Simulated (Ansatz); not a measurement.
GeC2N4 (β-Si3N4 sites, Pm) by several functionals

All numbers come from Ansatz 0.2.0. Simulation only: non-magnetic, and no claim that this is the phase found in nature.

Structure: a 14-atom cell of GeC2N4 built on β-Si3N4 (relaxed group Pm), at its r2SCAN minimum. The symmetry is Pm (No. 6, monoclinic); conventional cell a = 6.875 Å, b = 2.645 Å, c = 6.894 Å, β = 117.7°, 7.93 Å³ an atom. Ge is surrounded by 4 N at 1.73–1.86 Å; C is surrounded by 4 N at 1.40–1.54 Å; C is surrounded by 4 N at 1.49–1.56 Å; Ge is surrounded by 4 N at 1.76–1.82 Å; C is surrounded by 4 N at 1.46–1.59 Å; C is surrounded by 4 N at 1.40–1.59 Å; N is surrounded by 1 C at 1.46 Å and 2 Ge at 1.79–1.82 Å; N is surrounded by 3 C at 1.43–1.55 Å (further sites aren't listed).

Gaps on the r2SCAN cell, each the least over its mesh and the special points:
```json
{"level": "PBE", "k mesh": "4×10×4", "gap (eV)": "2.40", "kind": "direct", "edges": "Γ", "least direct gap (eV)": "2.40"}
{"level": "PBE+SOC", "k mesh": "4×10×4", "gap (eV)": "2.40", "kind": "direct", "edges": "Γ", "least direct gap (eV)": "2.40"}
{"level": "r2SCAN", "k mesh": "4×10×4", "gap (eV)": "2.77", "kind": "direct", "edges": "Γ", "least direct gap (eV)": "2.77"}
{"level": "HSE06", "k mesh": "4×6×4", "gap (eV)": "3.87", "kind": "direct", "edges": "Γ", "least direct gap (eV)": "3.87"}
{"level": "PBE0", "k mesh": "4×6×4", "gap (eV)": "4.64", "kind": "direct", "edges": "Γ", "least direct gap (eV)": "4.64"}
```
PBE: smearing of 0.02 eV; the others have fixed occupations.
Wave cutoffs: 420 eV, 500 eV (r2SCAN).

HSE06 gives a direct gap of 3.87 eV at Γ. Spin-orbit coupling changes the PBE gap by 0.00 eV, to 2.40 eV.

r2SCAN covers 25 % of the step from PBE to HSE06. Spin-orbit coupling moves the least or the direct gap by up to 0.01 eV, so it can be left out where a tenth of an eV counts. All these functionals give a gap of the same kind, direct.

Only the levels marked +SOC include spin-orbit coupling.

The meshes of the hybrids are coarse, so their gaps aren't converged to the digits shown.
